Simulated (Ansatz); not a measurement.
The elements of this relaxed trial crystal are hidden behind letters.

```
lattice vectors (Å)
  -2.1179    2.1179   15.0358
   2.1179   -2.1179   15.0358
   2.1179    2.1179  -15.0358
fractional positions
X 0.7044 0.7044 0.0000
X 0.2956 0.2956 0.0000
Z 0.1061 0.1061 0.0000
Z 0.5000 0.5000 0.0000
Z 0.8939 0.8939 0.0000
Q 0.1596 0.6596 0.5000
Q 0.5531 0.0531 0.5000
Q 0.9469 0.4469 0.5000
Q 0.3404 0.8404 0.5000
Q 0.7500 0.2500 0.5000
```

Computed with DFT PBE, scalar-relativistic, plane waves, PAW (Ansatz). Plane waves to 420 eV, a 12×12×12 mesh through Γ for the 10-atom cell and 0.01 eV Gaussian smearing; no spin polarisation.

| Property | Result |
| --- | --- |
| Space group | I-4m2 (No. 119) |
| Conventional cell | a = 4.236 Å, c = 30.072 Å |
| Volume per atom | 26.98 Å³ |
| Density | 4.76 g/cm³ |
| Energy over the elements | −0.323 eV/atom |
| Gap on the 12×12×12 mesh of the 10-atom cell | 0.19 eV |

Energies are uncorrected and count from the elements' standard states at the same level.

Question: X is a p-block element of period 3, Z is a p-block element of period 5 and Q is a p-block element of period 4. Which elements are they?

Answer: X = Al, Z = In, Q = As, so the formula is Al2In3As5. Density times volume gives a mean mass of 4.76 × 26.98/1.6605 = 77.3 u per atom, and this set has 77.3 u. Al is surrounded by 4 As at 2.51–2.52 Å; In on a site of symmetry 2mm is surrounded by 4 As at 2.65–2.66 Å; As on a site of symmetry 2mm has 2 Al at 2.51 Å and 2 In at 2.66 Å; 3 more sites not described. Other sets within the hints have nearly the same mass, so mass alone doesn't settle it; this one was computed.

Kohn–Sham gaps at this level usually fall short of measured ones. A structure relaxed within its symmetry needn't be a true minimum.
